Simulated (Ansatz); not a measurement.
**YZn: pressure against volume**

YZn, Pm-3m, a = 3.565 Å. The structure is a COD entry; whether it is the stable form wasn't checked. Ansatz: r2SCAN, PAW, 500 eV, Γ-centred 12×12×12 mesh on 2 atoms, Gaussian smearing 0.10 eV; no spin polarisation. Symmetry fixes shape and atoms, so the cell is only scaled; pressure is positive in compression.

| V (Å³/atom) | P (GPa) |
| --- | --- |
| 19.929 | ? |
| 20.608 | 7.45 |
| 21.287 | 4.59 |
| 21.967 | 2.13 |
| 22.646 | 0.00 |
| 23.326 | -1.83 |
| 24.005 | -3.40 |
| 24.911 | -5.15 |

Take V0 = 22.646 Å³/atom, fit the third-order Birch–Murnaghan form to the other rows, and predict the missing pressure.

With the Eulerian strain f = ½[(V0/V)^(2/3) − 1] and y = P/[3f(1 + 2f)^(5/2)], the form is the line y = B0 + 1.5 B0 (B0′ − 4) f. Rows (f, y): 0.03244, 65.4; 0.02106, 65.5; 0.01025, 65.8; -0.00977, 65.6; -0.01905, 65.6; -0.03079, 65.4. Means f = 0.0006900, y = 65.550; Σ(Δf)² = 0.003004, ΣΔfΔy = -0.0001790; the slope is their ratio. y = 65.55 − 0.05958 f GPa, so B0 = 65.5 GPa and B0′ = 4 + 2 × (-0.05958)/(3 × 65.55) = 4.00. At V = 19.929, f = 0.04447, y = 65.55 and P = 10.82 GPa. The run gave 10.76 GPa, so the fit is 0.06 GPa too high, a small miss on the scale of the series.

Cost: 8 runs of about 1.7 core-minutes in all, on Arm Neoverse V2 (shared hosts).